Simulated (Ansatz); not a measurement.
Al (fcc (Cu type), Fm-3m) at seven volumes, plane-wave PAW PBEsol (Ansatz code), scaled uniformly. One row is withheld.

```tsv
V (Å³/atom)	P (GPa)
14.717	9.68
15.202	5.89
15.687	2.69
16.173	0.00
16.658	?
17.143	-4.20
17.628	-5.82
```

Question: Fit the shown pressures and predict the withheld one.

Answer: P = (3/2)B₀(x^(7/2) − x^(5/2))[1 + (3/4)(B′ − 4)(x − 1)] with x = (V₀/V)^(2/3). Least squares on the six rows gives V₀ = 16.172 Å³/atom, B₀ = 82.4 GPa, B′ = 4.64. At V = 16.658, x = 0.9805 and P = -2.28 GPa. The run itself gave -2.27 GPa.

The cell was relaxed with PBEsol under the symmetry of its start.

Potentials: the later of the program's two PAW sets.
